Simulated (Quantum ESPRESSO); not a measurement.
```
AgI
1.0
    0.00000     3.28210     3.28210
    3.28210     0.00000     3.28210
    3.28210     3.28210     0.00000
Ag I
1 1
Direct
  0.00000   0.00000   0.00000
  0.75000   0.75000   0.75000
```
The geometry is a computed Materials Project entry, not a measured one. It is AgI in F-43m. Stability against distortions was not tested. The run has no spin polarisation.

With PBE (σ by GIPAW in a modified build of Quantum ESPRESSO; JTH PAW datasets, 20 Ha):

```csv
quantity,PBE
σ_iso Ag (ppm),2761.7
σ_iso I (ppm),5018.7
```

These are absolute shieldings with no macroscopic susceptibility term; δ = σ_ref − σ needs a reference computed alike. By our sweeps, such settings leave a few ppm in absolute σ on light atoms and up to some 20 ppm from Zn on. Spin–orbit coupling is left out; its weight grows with the heaviest atom, I here. The datasets of I hold no d projectors, which limits absolute σ on these atoms. The structure is static (0 K, no zero-point motion).

Task: What does the LDA, on its own JTH datasets and the same geometry, give?

Result: 
| quantity | LDA | LDA − PBE |
|---|---|---|
| σ_iso Ag (ppm) | 2666.6 | -95.2 |
| σ_iso I (ppm) | 4877.1 | -141.6 |
